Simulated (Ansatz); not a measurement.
# Na2HF: relaxed-ion elastic tensor

Method: DFT PBE, scalar-relativistic, plane waves, PAW in Ansatz 0.2.0. Plane waves to 420 eV; Γ-centred k mesh 9×9×4; fixed occupations. No spin polarisation.

The cell, relaxed at this level:
```yaml
crystal:
  lattice:
    - [3.29339, 0.00000, 0.00000]
    - [-1.64670, 2.85216, 0.00000]
    - [0.00000, 0.00000, 5.77978]
  atoms:
    - { symbol: Na, position: [0.66667, 0.33333, 0.25378] }
    - { symbol: Na, position: [0.66667, 0.33333, 0.74622] }
    - { symbol: H, position: [0.00000, 0.00000, 0.00000] }
    - { symbol: F, position: [0.33333, 0.66667, 0.50000] }
```

The cell was found from a structure generator's guess, not taken from experiment.

(1) Give the relaxed-ion elastic constants (GPa, Voigt order xx yy zz yz xz xy, on the Cartesian axes of the cell above).

(2) Is the crystal stable against homogeneous strain?

(3) And the moduli of a polycrystal (Hill averages)?

## Answers

(1)
```
66.5 19.9  5.1  0.0  0.0  0.0
19.9 66.5  5.1  0.0  0.0  0.0
 5.1  5.1 91.5  0.0  0.0  0.0
 0.0  0.0  0.0 11.0  0.0  0.0
 0.0  0.0  0.0  0.0 11.0  0.0
 0.0  0.0  0.0  0.0  0.0 23.3
```

(2) Yes: the least eigenvalue of the tensor is 11.0 GPa.

(3) B = 32 GPa, G = 20 GPa, E = 49 GPa, ν = 0.24.
